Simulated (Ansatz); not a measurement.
The calculation used Ansatz 0.2.0, DFT, LDA (PW92), plane waves (420 eV) with PAW, scalar-relativistic. The PAW files were generated under PBE, with cores re-solved for the functional.

An element in the dhcp structure gives this curve. The cell is scaled uniformly from the relaxed one, with fractional coordinates and shape fixed. Energies are extrapolated to zero smearing, pressures are those at the given smearing. Magnetic state: spin not included.

| V (Å³/atom) | E − E₀ (meV/atom) | P (GPa) |
| --- | --- | --- |
| 6.634 | 53.0 | 20.67 |
| 6.935 | 22.1 | 12.51 |
| 7.237 | 5.1 | 5.69 |
| 7.539 | 0.0 | -0.03 |
| 7.840 | 4.8 | -4.85 |
| 8.142 | 17.8 | -8.90 |
| 8.443 | 37.9 | -12.33 |

Problem. Which element is it?
A. beryllium
B. chromium
C. manganese
D. cobalt

Solution. A. Its fit is V₀ = 7.54 Å³/atom, B₀ = 131 GPa, B₀′ = 3.3.
